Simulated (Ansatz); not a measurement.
Relaxed-ion elastic tensor of SiC (4H polytype, P6_3mc) in GPa (Voigt order), PBEsol (plane waves, PAW; program Ansatz); density 3.22 g/cm³, 10.33 Å³ per atom.

|  | 1 | 2 | 3 | 4 | 5 | 6 |
|---|---|---|---|---|---|---|
| 1 | 497 | 114 | 58.7 | 0.0 | 0.0 | 0.0 |
| 2 | 114 | 497 | 58.7 | 0.0 | 0.0 | 0.0 |
| 3 | 58.7 | 58.7 | 545 | 0.0 | 0.0 | 0.0 |
| 4 | 0.0 | 0.0 | 0.0 | 157 | 0.0 | 0.0 |
| 5 | 0.0 | 0.0 | 0.0 | 0.0 | 157 | 0.0 |
| 6 | 0.0 | 0.0 | 0.0 | 0.0 | 0.0 | 191 |

Question: Is the crystal mechanically stable?

Answer: Yes: the smallest eigenvalue of C is 157 GPa.

Question: Work out the Voigt, Reuss and Hill averages.

Answer: K_V = 223, K_R = 223, K_H = 223; G_V = 188, G_R = 183, G_H = 186 GPa.

Question: Give Young's modulus, Poisson's ratio, Pugh's ratio and the universal anisotropy index.

Answer: E = 9KG/(3K + G) = 436 GPa; ν = 0.17; K/G = 1.20 (brittle by the Pugh limit of 1.75); A_U = 5G_V/G_R + K_V/K_R − 6 = 0.14.

Question: Estimate the sound speeds and the Debye temperature.

Answer: v_l = √((K + 4G/3)/ρ) = 12100 m/s, v_t = √(G/ρ) = 7590 m/s, mean 8360 m/s; Θ = (h/k)(3n/4πV)^(1/3) v_m = 1140 K.

Question: Solve the Christoffel equation for the three sound speeds along x, y, z.

Answer: Eigenvalues of C_ijkl n_j n_l equal ρv² (piezoelectric stiffening left out). In km/s, slowest first: x 6.98, 7.71, 12.42; y 6.98, 7.71, 12.42; z 6.98, 6.98, 13.01.

Question: How much does each axis shrink under pressure?

Answer: Linear compressibilities β_i = Σ_j S_ij (j = 1 to 3): x 1.5, y 1.5, z 1.5 per TPa.

Symmetry was held in the PBEsol relaxation.

Potentials: the earlier of the program's two PAW sets. The files were generated under PBE; for other functionals the program regenerates the frozen cores, and for LDA and PBEsol the local potential too.
